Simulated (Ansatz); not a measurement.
Input, command and steps of an Ansatz relaxation.

```yaml
crystal:
  lattice:
    - [1.5745305438, 0.9090556333, 7.6024433317]
    - [-1.5745305438, 0.9090556333, 7.6024433317]
    - [0.0, -1.8181112666, 7.6024433317]
  atoms:
    - { symbol: Hf, position: [0.7792298138, 0.7792298138, 0.7792298138] }
    - { symbol: Hf, position: [0.2207701862, 0.2207701862, 0.2207701862] }
    - { symbol: Hf, position: [0.0, 0.0, 0.0] }
    - { symbol: "N", position: [0.6109615719, 0.6109615719, 0.6109615719] }
    - { symbol: "N", position: [0.3890384281, 0.3890384281, 0.3890384281] }
basis:
  ecutwfc: 420
kpoints:
  mp_grid: { grid: [12, 12, 12] }
hamiltonian:
  xc: pbesol
scf:
  occupations: { method: gaussian, width: 0.1 }
output:
  forces: true
  stress: true
  eigenvalues: true
relax:
  adjacent_minimum: "off"
  f_tol: 0.008
  max_steps: 50
  cell: { stress_tol: 0.08, p_target: 10.0 }
```

```bash
ansatz run input.yaml --threads 1 --pin off --max-ram 2560MiB --backend cpu --events-out ev --progress --plain --runs-dir out
```

Method: DFT PBEsol, scalar-relativistic, plane waves, PAW (Ansatz 0.2.0).

Of 5 frames 4 are shown, positions in Å and forces in eV/Å; the SCF threshold varies from step to step. Steps run on the plane waves of an earlier cell, with a Pulay correction in the pressure. The basis is chosen afresh for the last frame, the zero of the energies, and at times for earlier ones too; energy and pressure step there, also at an unchanged geometry. The relaxation lowers the enthalpy F + PV at the target pressure, so the free energy itself can rise. The mark taken_back stands on steps that the optimiser undid.

```xyz
5
Lattice="1.5745 0.9091 7.6024 -1.5745 0.9091 7.6024 0.0000 -1.8181 7.6024" Properties=species:S:1:pos:R:3:forces:R:3 pbc="T T T" step=1 free_energy_over_end_meV_per_atom=0.39 pressure_GPa=10.27
Hf    0.0000    0.0000   17.7722    0.0000    0.0000    0.1110
Hf    0.0000    0.0000    5.0352    0.0000    0.0000   -0.1110
Hf    0.0000    0.0000    0.0000    0.0000    0.0000    0.0000
N     0.0000    0.0000   13.9344    0.0000    0.0000   -0.0407
N     0.0000    0.0000    8.8729    0.0000    0.0000    0.0407
5
Lattice="1.5715 0.9073 7.5430 -1.5715 0.9073 7.5430 0.0000 -1.8146 7.5430" Properties=species:S:1:pos:R:3:forces:R:3 pbc="T T T" step=2 free_energy_over_end_meV_per_atom=16.47 pressure_GPa=12.34 taken_back
Hf    0.0000    0.0000   17.6741    0.0000    0.0000   -0.7143
Hf    0.0000    0.0000    4.9548    0.0000    0.0000    0.7143
Hf    0.0000    0.0000    0.0000    0.0000    0.0000    0.0000
N     0.0000    0.0000   13.8032    0.0000    0.0000    0.1859
N     0.0000    0.0000    8.8257    0.0000    0.0000   -0.1859
5
Lattice="1.5744 0.9090 7.6044 -1.5744 0.9090 7.6044 0.0000 -1.8179 7.6044" Properties=species:S:1:pos:R:3:forces:R:3 pbc="T T T" step=3 free_energy_over_end_meV_per_atom=0.18 pressure_GPa=10.08
Hf    0.0000    0.0000   17.7819    0.0000    0.0000    0.0130
Hf    0.0000    0.0000    5.0313    0.0000    0.0000   -0.0130
Hf    0.0000    0.0000    0.0000    0.0000    0.0000    0.0000
N     0.0000    0.0000   13.9346    0.0000    0.0000    0.0007
N     0.0000    0.0000    8.8785    0.0000    0.0000   -0.0007
5
Lattice="1.5745 0.9091 7.6045 -1.5745 0.9091 7.6045 0.0000 -1.8181 7.6045" Properties=species:S:1:pos:R:3:forces:R:3 pbc="T T T" step=5 free_energy_over_end_meV_per_atom=0.00 pressure_GPa=10.01
Hf    0.0000    0.0000   17.7827    0.0000    0.0000    0.0013
Hf    0.0000    0.0000    5.0308    0.0000    0.0000   -0.0013
Hf    0.0000    0.0000    0.0000    0.0000    0.0000    0.0000
N     0.0000    0.0000   13.9347    0.0000    0.0000    0.0023
N     0.0000    0.0000    8.8788    0.0000    0.0000   -0.0023
```

Time: 3.9 min on 1 thread of Arm Neoverse V1, with other jobs on the host, peak memory 0.7 GiB.

Spin–orbit coupling is left out, which can shift energies with elements as heavy as these.